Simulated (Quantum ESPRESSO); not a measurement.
Band energies of CuGa$_{2}$

```
CELL_PARAMETERS angstrom
      2.79944     0.00000     0.00000
      0.00000     2.79944     0.00000
      0.00000     0.00000     5.80334
ATOMIC_POSITIONS crystal
  Cu 0.00000 0.00000 0.00000
  Ga 0.50000 0.50000 0.28432
  Ga 0.50000 0.50000 0.71568
```

PBEsol (pw.x of Quantum ESPRESSO, ONCV potentials, without SOC); path ΓXMΓZRAZ,XR,MA; energies in eV from the Fermi level.

| k (1/Å) | point | band 18 | band 19 | band 20 | band 21 | band 22 | band 23 | band 24 | band 25 |
|---|---|---|---|---|---|---|---|---|---|
| 0.00 | Γ | -4.28 | -3.42 | -3.42 | -3.36 | -3.05 | 5.99 | 6.71 | 6.71 |
| 0.79 |  | -4.24 | -3.42 | -3.32 | -3.18 | -3.15 | -1.59 | 1.49 | 3.88 |
| 1.12 | X | -4.01 | -3.51 | -3.30 | -2.42 | -2.41 | -2.40 | -0.78 | 1.96 |
| 1.57 |  | -3.89 | -3.85 | -3.73 | -2.34 | -1.23 | -1.07 | -0.51 | 2.46 |
| 2.24 | M | -3.44 | -2.67 | -2.21 | -2.21 | -1.63 | 1.49 | 2.35 | 2.56 |
| 2.35 |  | -3.49 | -2.77 | -2.72 | -2.07 | -1.19 | 1.12 | 2.57 | 2.60 |
| 3.09 |  | -3.87 | -3.79 | -3.47 | -2.93 | -2.79 | 1.40 | 2.57 | 5.13 |
| 3.83 | Γ | -4.28 | -3.42 | -3.42 | -3.36 | -3.05 | 5.99 | 6.71 | 6.71 |
| 4.37 | Z | -4.28 | -3.43 | -3.43 | -3.05 | -1.56 | 0.79 | 7.74 | 7.74 |
| 4.58 |  | -4.22 | -3.55 | -3.42 | -3.09 | -1.31 | 0.89 | 6.05 | 6.44 |
| 5.29 |  | -4.20 | -3.90 | -3.47 | -3.31 | -2.60 | -1.65 | 2.76 | 3.11 |
| 5.50 | R | -4.25 | -3.91 | -3.51 | -3.48 | -3.30 | -2.06 | 3.57 | 3.80 |
| 6.01 |  | -4.34 | -3.63 | -3.15 | -3.14 | -2.33 | -1.95 | 4.07 | 4.84 |
| 6.62 | A | -3.42 | -2.67 | -2.05 | -1.23 | -1.23 | 0.32 | 0.32 | 1.06 |
| 6.71 |  | -3.44 | -2.71 | -2.16 | -1.53 | -1.15 | 0.35 | 0.35 | 1.27 |
| 7.36 |  | -3.90 | -3.73 | -3.57 | -3.47 | 1.12 | 1.79 | 2.29 | 2.77 |
| 8.02 |  | -4.24 | -3.49 | -3.46 | -3.09 | -1.34 | 0.87 | 6.89 | 7.07 |
| 8.20 | Z | -4.28 | -3.43 | -3.43 | -3.05 | -1.56 | 0.79 | 7.74 | 7.74 |
| 8.20 | X | -4.01 | -3.51 | -3.30 | -2.42 | -2.41 | -2.40 | -0.78 | 1.96 |
| 8.64 |  | -4.15 | -3.85 | -3.51 | -3.43 | -3.30 | -2.06 | 2.45 | 4.75 |
| 8.75 | R | -4.25 | -3.91 | -3.51 | -3.48 | -3.30 | -2.06 | 3.57 | 3.80 |
| 8.75 | M | -3.44 | -2.67 | -2.21 | -2.21 | -1.63 | 1.49 | 2.35 | 2.56 |
| 9.29 | A | -3.42 | -2.67 | -2.05 | -1.23 | -1.23 | 0.32 | 0.32 | 1.06 |

A metal at this level: along this path bands 22, 23, 24 cross the Fermi level.

Spin-orbit splittings are left out.

Geometry of the Materials Project entry, not relaxed at this level.
